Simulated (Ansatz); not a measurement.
Bulk modulus by a P(V) fit from PBE minus that from HSE06 (% of the latter), each on its own relaxed cell (Ansatz, a quantum-chemistry and plane-wave program, plane waves, PAW; no spin–orbit coupling, no Hubbard U), over 34 phases of the class «halides»: what sign and size do you expect?

Mean -5 %, median -6 %, mean absolute 6 %; eight in ten lie between -9 and 0 %, and 15 % are above zero.

Some cases that may be named, with their rank among the 34 from the lowest: CdF2, fluorite -10 % (rank 2); KZnF3, cubic perovskite -10 % (rank 3); RbBr, rock salt -6 % (rank 18); RbCl, rock salt -6 % (rank 19); CuCl, zinc blende 6 % (rank 33); CuI, zinc blende 6 % (rank 34).

The phases are those computed here (of each formula those with measured values and the lowest at some level), not a balanced benchmark, and neither functional is the truth. Pairs that end in unlike spin orders or unlike minima (c/a over 6 % apart, 30 % for weakly bound crystals), magnets with 4f shells, solids of gases and phases set aside for tests are left out.

1 of the phases carry moments, in the orders computed and without U.

All cells were relaxed under the symmetry of their starts (and spin orders); stability against distortions was not tested throughout. Named crystals with no word on spin ran without spin polarisation. Spin–orbit coupling is left out wherever it is not named.

Potentials: the later of the program's two PAW sets.

Ansatz is a plane-wave DFT program.
